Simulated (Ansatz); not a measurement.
# Calculated field gradients at the nuclei for Co2Si under strain

The cell is a structure deposited in the COD, relaxed with PBE at fixed cell and then changed (z compressed by 2 %, ions relaxed).

```
CELL_PARAMETERS angstrom
4.91800 0.00000 0.00000
0.00000 3.73800 0.00000
0.00000 0.00000 6.96682
ATOMIC_POSITIONS crystal
Co 0.96580 0.75000 0.21681
Co 0.03420 0.25000 0.78319
Co 0.53420 0.25000 0.71681
Co 0.46580 0.75000 0.28319
Co 0.82708 0.75000 0.56500
Co 0.17292 0.25000 0.43500
Co 0.67292 0.25000 0.06500
Co 0.32708 0.75000 0.93500
Si 0.29528 0.75000 0.60448
Si 0.70472 0.25000 0.39552
Si 0.20472 0.25000 0.10448
Si 0.79528 0.75000 0.89552
```

Atoms are numbered from 1 in the order listed; like atoms form one site, named after its first atom.

All values are calculated (Ansatz; DFT, PBE, plane waves and PAW, scalar-relativistic, collinear spin, 420 eV cutoff, Γ-centred 9×12×6 k-points, Fermi–Dirac smearing 0.05 eV), not measured. Start moments as typed (μB): 3 on each Co, none on the rest.

Conventions: |V_zz| ≥ |V_yy| ≥ |V_xx|, η = (V_xx − V_yy)/V_zz, C_Q = eQV_zz/h. Directions are in the Cartesian axes of the cell vectors above, for the atom listed; none is given where the gradient is under 0.02 or η is above 0.95.

Q: What field gradients does the calculation give at each kind of site?

A: 

| site | first atom | first shell | V_zz (10²¹ V/m²) | η | direction of V_zz (x, y, z) |
| --- | --- | --- | --- | --- | --- |
| Co1 | 1 | 5 Si at 2.34–2.59 Å, 8 Co at 2.50–2.65 Å | 1.07 | 0.09 | 0.79 0.00 -0.62 |
| Co5 | 5 | 5 Si at 2.29–2.63 Å, 8 Co at 2.52–2.68 Å | 1.53 | 0.47 | 1.00 0.00 -0.08 |
| Si | 9 | 10 Co at 2.29–2.63 Å | 3.01 | 0.07 | 0.90 0.00 -0.43 |

The run finds no gap above 0.1 eV (a metal, or nearly one), so the gradients can move by 10 % or more with the k-mesh. With these PAW files V_zz is typically within 2 to 3 % of all-electron values, but misses above 10 % occur on Co. The run lost most of its start moments on Co; a state with other moments may lie lower. The magnetic order is the one that the run reached from its start moments, not necessarily the measured one (the real compound may not order at all).
